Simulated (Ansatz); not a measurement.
This run works on a generated trial structure, not on a known crystal.

Input and command of a plane-wave DFT calculation in Ansatz:

```yaml
crystal:
  lattice:
    - [3.3213758489, 0.0, 0.0]
    - [0.0, 9.5680664109, 0.0]
    - [0.0, 0.0, 4.8427733872]
  atoms:
    - { symbol: Si, position: [0.5, 0.3231274235, 0.8441245774] }
    - { symbol: Si, position: [0.5, 0.6768725765, 0.8441245774] }
    - { symbol: Si, position: [0.5, 0.0, 0.836217211] }
    - { symbol: Si, position: [0.0, 0.1768725765, 0.1558754226] }
    - { symbol: Si, position: [0.0, 0.5, 0.163782789] }
    - { symbol: Si, position: [0.0, 0.8231274235, 0.1558754226] }
    - { symbol: Ni, position: [0.5, 0.3328018251, 0.3335388588] }
    - { symbol: Ni, position: [0.5, 0.6671981749, 0.3335388588] }
    - { symbol: Ni, position: [0.0, 0.1671981749, 0.6664611412] }
    - { symbol: Ni, position: [0.0, 0.8328018251, 0.6664611412] }
    - { symbol: Pt, position: [0.5, 0.0, 0.3361522619] }
    - { symbol: Pt, position: [0.0, 0.5, 0.6638477381] }
basis:
  ecutwfc: 420
kpoints:
  mp_grid: { grid: [12, 4, 8] }
hamiltonian:
  xc: pbe
scf:
  occupations: { method: fermi_dirac, width: 0.15 }
output:
  forces: true
  stress: true
  eigenvalues: true
  write_density: true
  write_potential: true
  elf: true
  volumetric_format: npy
relax:
  adjacent_minimum: "off"
  f_tol: 0.001
  max_steps: 60
  cell: { stress_tol: 0.01 }
```

```bash
ansatz run input.yaml --threads 4 --pin off --max-ram 8192MiB --backend cpu --events-out ev --progress --plain --runs-dir out
```

Processor: Intel(R) Xeon(R) Platinum 8488C (Sapphire Rapids), 4 threads, on a host shared with other jobs.

Estimate time, memory and problem size.

About 2.2 min, peak memory 1.3 GiB. It solves 81 bands at 105 k points (after reduction by symmetry) with about 3009 plane waves (on the last cell), in 47 SCF iterations over 7 ionic steps.
